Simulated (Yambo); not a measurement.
Yambo run on BaF2 (fluorite, space group Fm-3m, No. 225). The wavefunctions are PBEsol (pw.x of Quantum ESPRESSO, ONCV potentials, no spin-orbit coupling) ones on a 4×4×4 mesh (12 occupied bands); a = b = c = 4.336 Å, α = β = γ = 60.00°.

Yambo input:

```
rim_cut
HF_and_locXC
RandQpts= 1000000
RandGvec= 1 Ry
EXXRLvcs= 84 Ry
VXCRLvcs= 336 Ry
% QPkrange
 1 | 1 | 12 | 13 |
 3 | 3 | 12 | 13 |
 6 | 6 | 12 | 13 |
 7 | 7 | 12 | 13 |
 8 | 8 | 12 | 13 |
%
```

k points by index: 1 = Γ, 3 = L, 6 = (0, 0.25, -0.25), 7 = X, 8 = W.

The o-*.hf file then holds:

```
#    K-point    Band    Eo [eV]    Ehf [eV]    Vxc [eV]    Vnlxc [eV]
#
    1    12    -0.120877    -7.725151    -21.73550    -29.33978
    1    13    6.857843    10.86370    -7.859614    -3.853754
    3    12    -0.181643    -7.644357    -21.45372    -28.91643
    3    13    9.296882    14.28321    -11.22662    -6.240291
    6    12    0.000000    -7.531938    -21.96624    -29.49818
    6    13    8.218077    12.55156    -9.000507    -4.667021
    7    12    -0.205368    -7.986060    -22.09854    -29.87923
    7    13    7.312568    11.34281    -10.20407    -6.173826
    8    12    -0.260935    -8.049637    -21.99031    -29.77901
    8    13    7.577095    11.73971    -9.819788    -5.657176
```
Exchange alone, without screening.

Geometry relaxed with PBEsol.
